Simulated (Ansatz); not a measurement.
All numbers below come from DFT PBE, scalar-relativistic, plane waves, PAW in Ansatz. The final run on the 7-atom cell used 420 eV, a Γ-centred 6×6×6 mesh, 0.10 eV smearing and no spin polarisation.

Formation energies are uncorrected and count from the elements' standard states at the same level.

Question: Give a relaxed trial structure of a cubic metal that holds Cl and 1 more element, with a formation energy near −1.93 eV/atom and a density near 3.16 g/cm³, in a cell of 7 atoms.

Answer: Sr₃Cl₄, space group Pm-3m (No. 221). Around Sr lie 6 Cl at 2.99 Å; Cl on a site of symmetry 4/mmm has 4 Sr at 2.99 Å; around Cl on a site of symmetry m-3m lie 6 Sr at 2.99 Å.

```cif
data_structure
_symmetry_space_group_name_H-M 'P 1'
_symmetry_Int_Tables_number 1
_cell_length_a 5.9715
_cell_length_b 5.9715
_cell_length_c 5.9715
_cell_angle_alpha 90.000
_cell_angle_beta 90.000
_cell_angle_gamma 90.000
_cell_volume 212.94
loop_
_atom_site_label
_atom_site_type_symbol
_atom_site_fract_x
_atom_site_fract_y
_atom_site_fract_z
_atom_site_occupancy
Sr1 Sr 0.50000 0.00000 0.00000 1
Sr2 Sr 0.00000 0.50000 0.00000 1
Sr3 Sr 0.00000 0.00000 0.50000 1
Cl1 Cl 0.00000 0.50000 0.50000 1
Cl2 Cl 0.50000 0.00000 0.50000 1
Cl3 Cl 0.50000 0.50000 0.00000 1
Cl4 Cl 0.00000 0.00000 0.00000 1
```

* Volume per atom: 30.42 Å³
* Density: 3.16 g/cm³
* Energy over the elements: −1.93 eV/atom
* Gap on the 6×6×6 mesh of the 7-atom cell: 0 eV (a metal)

The structure comes from a generated guess, relaxed at this level; another structure or a mixture of phases may lie lower. The answer needn't be unique; the calculation gave this one.

Symmetry constrained the relaxation, so the result can be a saddle point.
